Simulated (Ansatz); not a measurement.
Polymorphs of NbAs, each relaxed with the program Ansatz at the PBE level (PAW):

A: I4_1md
a = 3.4731 Å, b = 3.4731 Å, c = 11.7496 Å, α = 90.00°, β = 90.00°, γ = 90.00°

```tsv
atom	site	symmetry	x	y	z
Nb	4a	2mm.	0.0000	0.0000	0.7494
As	4a	2mm.	0.0000	0.0000	0.1676
```

B: CsCl type (Pm-3m)
a = b = c = 3.217 Å, α = β = γ = 90.00°

```tsv
atom	site	symmetry	x	y	z
Nb	1a	m-3m	0.0000	0.0000	0.0000
As	1b	m-3m	0.5000	0.5000	0.5000
```

Order them by energy per atom at 0 K (lowest first) at the level PBE.

A (+0 meV/atom), B (+265 meV/atom)

Constructed cells (a structure type filled with these elements, in neither database checked): B. All cells were relaxed under the symmetry of their starts (and spin orders); stability against distortions was not tested throughout. Rows with no word on spin ran without spin polarisation. Spin–orbit coupling is left out wherever it is not named.

Energies hold the estimated change up to a 700 eV cutoff; steps of a few meV lie near the error of the meshes.

Potentials: the earlier of the program's two PAW sets.
